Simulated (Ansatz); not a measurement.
ZrRu (CsCl type, Pm-3m) at seven volumes, PBEsol in the plane-wave PAW code Ansatz, scaled uniformly. One row is withheld.

| V (Å³/atom) | P (GPa) |
|---|---|
| 15.368 | 22.77 |
| 15.874 | 14.04 |
| 16.381 | 6.50 |
| 16.888 | -0.01 |
| 17.394 | -5.60 |
| 17.901 | ? |
| 18.407 | -14.39 |

Question: Fit the shown pressures and predict the withheld one.

Answer: P = (3/2)B₀(x^(7/2) − x^(5/2))[1 + (3/4)(B′ − 4)(x − 1)] with x = (V₀/V)^(2/3). Least squares on the six rows gives V₀ = 16.888 Å³/atom, B₀ = 199 GPa, B′ = 4.07. At V = 17.901, x = 0.9619 and P = -10.30 GPa. The run itself gave -10.35 GPa.

The workflow started from an entry of the Crystallography Open Database (COD). Whether it is the stable phase at ambient conditions was not checked. Symmetry was held in the PBEsol relaxation; its stability against distortions is not shown here. No spin polarisation was allowed.

Potentials: the later of the program's two PAW sets.
